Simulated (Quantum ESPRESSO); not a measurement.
```
CELL_PARAMETERS angstrom
      4.61269     0.00000     0.00000
     -2.30635     3.99471     0.00000
      0.00000     0.00000     7.25703
ATOMIC_POSITIONS crystal
  Pb 0.00000 0.00000 0.00000
  I  0.66667 0.33333 0.74095
  I  0.33333 0.66667 0.25905
```
The geometry is a computed Materials Project entry, not a measured one. It is PbI2 in P-3m1. Stability against distortions was not tested. The layers lie 3.5 Å apart; this gap hangs on dispersion, and neither it nor the stacking was checked against the measured crystal.

A lattice sum over point charges, one formal value an element (Pb +2, I -1), with no Sternheimer factor, costs far less than a self-consistent run. Taken along the main axis of each site's self-consistent tensor, it gives:

```csv
site,"V along that axis, point charges (a.u.)"
Pb (atom 1),-0.015
"I (atoms 2, 3)",0.000
```

Q: How do the values of PBE PAW (JTH datasets; density from pw.x of a modified build of Quantum ESPRESSO, gradients reconstructed from it by a script) compare?

A: 
```
site  Vzz, PAW (a.u.)  PAW over point charges
----  ---------------  ----------------------
Pb              0.151                   -10.0
I               0.085                       –
```
Along that axis the sign differs on Pb.  Cores are frozen. Pb, I had no test against all-electron runs. Spin–orbit coupling is left out, a limit on Pb, I.
